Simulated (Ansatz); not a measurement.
Is this Ta2Al5 structure a true minimum?

The structure comes from a generated guess, relaxed at this level; another structure or a mixture of phases may lie lower.

Theory: Ansatz, DFT PBE, scalar-relativistic, plane waves, PAW. Plane waves to 420 eV, a k mesh through Γ of 6×6×10 on the computed 7-atom cell and Gaussian smearing (0.10 eV); no spin polarisation.

The cell below (7 atoms, space group Cmmm (No. 65)) is relaxed within its symmetry.

```
CELL_PARAMETERS angstrom
3.59432 -5.90140 0.00000
3.59432 5.90140 0.00000
0.00000 0.00000 2.86016
ATOMIC_POSITIONS crystal
Ta 0.71116 0.28884 0.50000
Ta 0.28884 0.71116 0.50000
Al 0.30342 0.06842 0.00000
Al 0.69658 0.93158 0.00000
Al 0.93158 0.69658 0.00000
Al 0.06842 0.30342 0.00000
Al 0.50000 0.50000 0.00000
```

For the test it was strained at random (σ = 1.5 % a component), the atoms were moved at random (σ = 0.10 Å), and all was relaxed again on a coarse 8×4×4 mesh (in the run’s order of axes) with 0.20 eV smearing, with no symmetry imposed.

These runs have no spin–orbit coupling, which can matter for Ta.

Problem. Does it come back?

Solution. It doesn't return. The energy falls by 38 meV/atom on that mesh, the volume changes by -1.9 %, and the end has space group P2/m (No. 10) at a loose tolerance. Relaxed again on a 6×10×6 mesh with 0.10 eV smearing, the new structure lies 33 meV/atom below the first (mesh in the axes of the run's cell; the cell below is made exact in the group named). Space group P2/m (No. 10), monoclinic, a = 6.866 Å, b = 2.847 Å, c = 6.927 Å, β = 118.5°. Ta has 3 Ta at 2.85–2.96 Å and 10 Al at 2.86–2.94 Å; Al on a site of symmetry m has 6 Al at 2.60–2.85 Å and 4 Ta at 2.92–2.94 Å; Al on a second site of symmetry m has 6 Al at 2.60–2.96 Å and 4 Ta at 2.88–2.91 Å; Al on a site of symmetry 2/m is surrounded by 6 Al at 2.66–2.85 Å and 4 Ta at 2.86 Å.

```
Ta Al
1.0
     6.86633    0.00000    0.00000
     0.00000    2.84713    0.00000
    -3.30649    0.00000    6.08723
Ta Al
2 5
Direct
  0.65178 0.50000 0.23965
  0.34822 0.50000 0.76035
  0.93624 0.00000 0.64973
  0.06376 0.00000 0.35027
  0.23768 0.00000 0.06078
  0.76232 0.00000 0.93922
  0.50000 0.00000 0.50000
```
